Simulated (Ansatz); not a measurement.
# Harmonic thermodynamics of Zn$_{3}$SeS$_{2}$

Level of theory: DFT PBE, scalar-relativistic, plane waves, PAW in Ansatz. Settings: 420 eV plane-wave cutoff, Γ-centred 12×12×4 mesh, fixed occupations. No spin polarisation. Phonons by linear response, acoustic sum rule imposed.

Equilibrium structure at this level:
```
CELL_PARAMETERS angstrom
3.91650 0.00000 0.00000
-1.95825 3.39179 0.00000
0.00000 0.00000 9.60285
ATOMIC_POSITIONS crystal
Zn 0.00000 0.00000 0.00966
Zn 0.66667 0.33333 0.33339
Zn 0.33333 0.66667 0.65644
Se 0.00000 0.00000 0.75149
S 0.66667 0.33333 0.08745
S 0.33333 0.66667 0.41158
```

The cell was found from a structure generator's guess, not taken from experiment. The q mesh is coarse, so values between its points are rough.

Force constants from linear response on a 2×2×1 q mesh, interpolated to a fine mesh.

Question: What is the zero-point energy per atom?

Answer: 33.9 meV.

Question: How large are the vibrational entropy and heat capacity at 300 K?

Answer: S = 3.97 k_B and C_V = 2.78 k_B per atom, 93 % of the Dulong–Petit value.

Question: Tabulate them against temperature.

Answer:
```csv
T (K),F_vib (meV/atom),S (k_B/atom),C_V (k_B/atom)
100,29.3,1.36,1.76
200,10.6,2.88,2.55
300,-19.1,3.97,2.78
400,-57.0,4.78,2.87
500,-101.1,5.43,2.92
600,-150.3,5.96,2.94
700,-203.7,6.42,2.96
800,-260.7,6.81,2.97
900,-321.0,7.16,2.97
1000,-384.1,7.48,2.98
```
